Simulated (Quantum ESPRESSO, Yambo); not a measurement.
## Quasiparticle gap of AgI monolayer

```xyz
4
Lattice="4.4103 0.0000 0.0000 -2.2051 3.8194 0.0000 0.0000 0.0000 17.3000" Properties=species:S:1:pos:R:3 pbc="T T T"
Ag     0.0000     0.0000     0.7691
Ag     2.2051     1.2731    -0.7691
I      0.0000     0.0000    -2.0567
I      2.2051     1.2731     2.0567
```

The layer was cut from Materials Project entry mp-580941 and relaxed with PBEsol in a cell 17.3 Å high, with the Coulomb interaction truncated along z.

Starting point: PBEsol (pw.x of Quantum ESPRESSO, ONCV potentials, no spin-orbit coupling). G0W0 in Yambo: 6×6×1 Γ-centred k mesh, bands 9 to 123 and a 5 Ry block in the screening, 123 bands in G with the Bruneval-Gonze terminator, plasmon pole fitted at 27.2 eV, slab-truncated Coulomb interaction, stochastic integration of W near q = 0.

The PBEsol gap along the band path is 2.02 eV. The PBEsol gap between the mesh's edge points (Γ → Γ) is 2.02 eV and the G0W0 gap between the same points is 3.93 eV.

```json
[
 {"k point": "Γ", "band": "VB", "E PBEsol (eV)": "0.00", "E QP (eV)": "-0.91", "shift (eV)": "-0.91", "Z": "0.79"},
 {"k point": "Γ", "band": "CB", "E PBEsol (eV)": "2.02", "E QP (eV)": "3.01", "shift (eV)": "0.99", "Z": "0.82"},
 {"k point": "M", "band": "VB", "E PBEsol (eV)": "-0.25", "E QP (eV)": "-1.22", "shift (eV)": "-0.97", "Z": "0.79"},
 {"k point": "M", "band": "CB", "E PBEsol (eV)": "3.13", "E QP (eV)": "4.31", "shift (eV)": "1.17", "Z": "0.81"},
 {"k point": "K", "band": "VB", "E PBEsol (eV)": "-0.70", "E QP (eV)": "-1.76", "shift (eV)": "-1.07", "Z": "0.78"},
 {"k point": "K", "band": "CB", "E PBEsol (eV)": "4.04", "E QP (eV)": "5.33", "shift (eV)": "1.29", "Z": "0.81"}
]
```

Energies count from the PBEsol valence-band maximum.

Nearest settings tried, and what they do to the gap: 84 bands in W, 84 bands in G: +61 meV; 3 Ry block (169 vectors against 353): -35 meV. Not varied: mesh, cell height. So the settings aren't converged at that level.

Without spin-orbit coupling, band edges of such heavy elements can be off by tenths of an eV.

This is a model layer cut from the bulk structure; whether it is stable on its own was not checked.
